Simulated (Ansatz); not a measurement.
## Two-dimensional strain map in GaGe

The calculation used DFT PBEsol, scalar-relativistic, plane waves, PAW (Ansatz 0.2.0). The runs took a 420 eV cutoff, a Γ-centred 14×14×14 mesh and Gaussian smearing (0.15 eV). No spin polarisation. Energies are free energies at this smearing, counted from the undisturbed cell; pressure is positive in compression.

The undisturbed cell (as given, not relaxed at this level; it stands at -2.5 GPa, and it needn't be the usual structure):

```
CELL_PARAMETERS angstrom
0.00000 2.89784 2.89784
2.89784 0.00000 2.89784
2.89784 2.89784 0.00000
ATOMIC_POSITIONS crystal
Ga 0.75000 0.75000 0.75000
Ge 0.00000 0.00000 0.00000
```

The cell is strained by p along both x and y and by q along z, fractional coordinates fixed. Points are written (p, q).

Energy above the undisturbed cell in meV/atom (a dash: not computed):

| p \ q | -0.050 | -0.025 | 0.000 | 0.025 | 0.050 |
| --- | --- | --- | --- | --- | --- |
| -0.050 | 37.9 | 15.8 | 0.2 | -9.6 | -14.3 |
| 0.000 | -10.3 | – | 0.0 | – | 26.7 |
| 0.050 | 28.4 | – | 68.8 | – | 121.6 |

Pressure in GPa:

```
 p \ q  -0.050  -0.025  0.000  0.025  0.050
-0.050     7.4     5.2    3.2    1.5   -0.1
 0.000     0.0       –   -2.5      –   -4.5
 0.050    -4.5       –   -5.9      –   -6.9
```